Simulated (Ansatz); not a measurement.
PbO$_{2}$ (rutile, space group No. 136) at seven volumes, the program Ansatz at the r²SCAN level (PAW), shape and atoms relaxed at each. One row is withheld.

```csv
V (Å³/atom),P (GPa)
12.834,16.56
13.257,9.94
13.680,4.48
14.103,0.00
14.526,-3.61
14.949,-6.55
15.372,?
```

Task: Fit the shown pressures and predict the withheld one.

Result: P = (3/2)B₀(x^(7/2) − x^(5/2))[1 + (3/4)(B′ − 4)(x − 1)] with x = (V₀/V)^(2/3). Least squares on the six rows gives V₀ = 14.106 Å³/atom, B₀ = 134 GPa, B′ = 5.77. At V = 15.372, x = 0.9443 and P = -8.98 GPa. The run itself gave -8.74 GPa.

Space group P4_2/mnm (rutile). Symmetry was held in the r²SCAN relaxation; of distortions, only those at the zone centre were tested. Spin–orbit coupling is left out wherever it is not named.

Potentials: the later of the program's two PAW sets.
